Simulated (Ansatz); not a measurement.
One crystal and one scan (scan of one atom of the cell) at two levels, PBE-D3(BJ) (plane waves to 420 eV, PAW, scalar-relativistic; Ansatz, an electronic-structure program) and r2SCAN+rVV10 (plane waves to 500 eV, PAW, scalar-relativistic; Ansatz), each from its own relaxed cell and on its own mesh. The cell shown is that of PBE-D3(BJ).

BN (h-BN type, space group P6_3/mmc)

```xyz
4
Lattice="2.5058 0.0000 0.0000 -1.2529 2.1701 0.0000 0.0000 0.0000 6.6162" Properties=species:S:1:pos:R:3 pbc="T T T"
B      0.0000     1.4467     1.6541
B      1.2529     0.7234     4.9622
N      0.0000     1.4467     4.9622
N      1.2529     0.7234     1.6541
```

In this cell atom 1 (B, nearest neighbour N at 1.447 Å; its periodic images, 2.5 Å or more away, move with it) is moved by s along Cartesian z, unit vector (0.000, 0.000, 1.000); all other atoms and the cell stay fixed.

Energies are smeared free energies. BN was relaxed with its symmetry unable to fall. The PAW data are Ansatz's earlier set. Both scans cover s from -0.290 to 0.290 Å.

ΔE (meV/cell), each from the undisplaced structure of its own level:

| s (Å) | PBE-D3(BJ) | r2SCAN+rVV10 |
|---|---|---|
| -0.290 | 567 | 601 |
| -0.232 | 362 | 384 |
| -0.174 | 203 | 215 |
| -0.116 | 90 | withheld |
| -0.058 | 22 | 24 |
| 0.000 | 0 | 0 |
| 0.058 | 22 | 24 |
| 0.116 | 90 | withheld |
| 0.174 | 203 | 215 |
| 0.232 | 362 | 384 |
| 0.290 | 567 | 601 |

Q: Estimate the r2SCAN+rVV10 value at 0.116 from the PBE-D3(BJ) value there and the ratio of the two levels in the two nearest given rows on that side of the minimum.

A: At 0.174 and 0.232 the ratio r2SCAN+rVV10/PBE-D3(BJ) averages 1.060, which gives 1.060 × 90 = 95 meV/cell. The calculation gives 95 meV/cell, +5.6 % against PBE-D3(BJ).

(For displaced atoms, the force is minus the slope of the energy, and its curvature is a force constant, which sets phonon frequencies.)
